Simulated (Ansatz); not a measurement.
A generator proposed this cell of Zr2SeS2.

```xyz
5
Lattice="4.2231 0.0000 0.0000 0.0000 4.2231 0.0000 0.0000 0.0000 7.1648" Properties=species:S:1:pos:R:3 pbc="T T T"
Zr    0.0000    2.1116    0.0000
Zr    2.1116    0.0000    0.0000
Se    2.1116    2.1116    0.0000
S     2.1116    2.1116    3.5824
S     0.0000    0.0000    3.5824
```

The calculation used Ansatz 0.2.0, DFT PBE, scalar-relativistic, plane waves, PAW. Settings: cutoff 420 eV, Γ-centred mesh 4×4×4 on the computed 5-atom cell, Gaussian smearing of 0.10 eV; no spin polarisation.

Formation energies are uncorrected and refer to the elements' standard structures at the same level.

Question: Estimate its pressure, forces and energy as it stands.

Answer: The pressure is 36.7 GPa (the mean over three directions, positive in compression), the largest force is 0.00 eV/Å (symmetry fixes the atoms), and the energy is +2.35 eV/atom against the elements. The shortest distance is 2.11 Å.

Question: How much does it gain on relaxing, and where does it end?

Answer: Relaxing gains about 2.2 eV/atom (the start's value is from the coarse mesh, so the gain is rough) in 18 ionic steps and ends at +0.19 eV/atom on the finer mesh. The symmetry stays P4/mmm (No. 123). The volume per atom shrinks by 7.4 %, from 25.6 to 23.7 Å³. The shortest distance goes from 2.11 Å (Zr–Se) to 2.34 Å (Se–S). The ratio c/a of the conventional cell changes by a factor of 0.55. Conventional cell: a = 5.025 Å, c = 4.687 Å. Around Zr lie 2 Se at 2.51 Å and 8 S at 3.44 Å; Se has 2 S at 2.34 Å and 4 Zr at 2.51 Å; S on its first site has 2 Se at 2.34 Å, 8 Zr at 3.44 Å and 4 S at 3.55 Å; 1 more site not described.

The last run used an 8×8×8 mesh for its 5-atom cell and Gaussian smearing of 0.10 eV. The reference forms of S and Se are held partly by dispersion forces, which this level lacks. The relaxation can't lower the symmetry of the start. A structure relaxed within its symmetry needn't be a true minimum. Another cell of Zr2SeS2 relaxed alike, in P-6m2, lies 1.59 eV/atom lower, so this cell isn't the stable form at this level.
